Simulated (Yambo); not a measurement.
# Convergence of the G0W0 gap of GaSb

G0W0@PBE for GaSb (zinc blende, space group F-43m, No. 216) in Yambo. Reference settings: 4×4×4 Γ-centred k mesh, bands 9 to 259 and a 15 Ry block in the screening, 259 bands in G with the Bruneval-Gonze terminator, plasmon pole fitted at 27.2 eV. The PBE gap Γ → Γ on this mesh is 0.06 eV; G0W0 gaps are taken between the same points.

```csv
change from the reference,G0W0 gap Γ → Γ (eV),shift of the valence edge (eV),rough Yambo cost
reference settings,0.76,-0.58,1
"55 bands in W, 55 bands in G",0.88,-0.18,about 1/6
162 bands in G,0.76,-0.59,–
wavefunctions cut at 30 Ry,0.65,-0.47,about 1/2
"55 bands in W, 55 bands in G, 3 Ry block",0.88,-0.04,about 1/10
"55 bands in W, 55 bands in G, 6 Ry block",0.90,-0.17,about 1/10
"93 bands in W, 93 bands in G, 3 Ry block",0.84,-0.18,about 1/6
"93 bands in W, 93 bands in G, 12 Ry block",0.83,-0.39,about 1/4
"140 bands in W, 140 bands in G, 9 Ry block",0.81,-0.47,about 1/3
"199 bands in W, 199 bands in G, 3 Ry block",0.82,-0.24,about 1/2
6 Ry block,0.79,-0.51,within a factor of two
12 Ry block,0.77,-0.57,within a factor of two
pole fitted at 15 eV,0.77,-0.46,–
pole fitted at 40 eV,0.76,-0.66,–
"93 bands in G, no terminator",0.80,-0.33,–
```

The reference isn't shown to be the converged limit. Costs are rough (shared machines), scaled to the same edge states, and given only for runs that recompute the screening.

Without spin-orbit coupling, band edges of such heavy elements can be off by tenths of an eV. So small a PBE gap in heavy elements may be inverted, where one-shot corrections to single bands mislead.

Geometry relaxed with PBEsol; primitive cell a = b = c = 4.3232 Å, α = β = γ = 60.00°.

A shift is the quasiparticle energy of the state minus its PBE energy.

The potentials are those of PseudoDojo's stringent table.
